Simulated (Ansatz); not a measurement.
# Is this In₄SbAs₃ structure a true minimum?

It was reached by relaxing an invented guess, and it needn't be the stable form of this composition.

All numbers below come from Ansatz 0.2.0, DFT PBE, scalar-relativistic, plane waves, PAW. Plane waves to 420 eV, a k mesh through Γ of 8×8×4 on the computed 8-atom cell and Gaussian smearing (0.10 eV); no spin polarisation.

The cell below (8 atoms, space group P-4m2 (No. 115)) is relaxed within its symmetry.

```xyz
8
Lattice="4.4565 0.0000 0.0000 0.0000 4.4565 0.0000 0.0000 0.0000 12.5895" Properties=species:S:1:pos:R:3 pbc="T T T"
In    2.2282    0.0000   11.0740
In    0.0000    2.2282    1.5155
In    2.2282    0.0000    4.5563
In    0.0000    2.2282    8.0332
Sb    0.0000    0.0000    6.2948
As    0.0000    0.0000    0.0000
As    2.2282    2.2282    3.0354
As    2.2282    2.2282    9.5541
```

For the test it was strained at random (σ = 1.5 % a component), the atoms were moved at random (σ = 0.10 Å), and all was relaxed again on a coarse 6×6×2 mesh (in the run’s order of axes) with 0.20 eV smearing, with no symmetry imposed.

These runs have no spin–orbit coupling, which can matter for Sb.

**Question.** What happens?

**Answer.** It returns, within 1 meV/atom of the unmoved cell on that mesh and with the same symmetry when read at 0.1 Å (Pm at 0.01 Å, so small strains and shifts remain). So it is stable against the distortions that fit this cell and that this random move excites. Modes that don't fit the cell aren't tested.
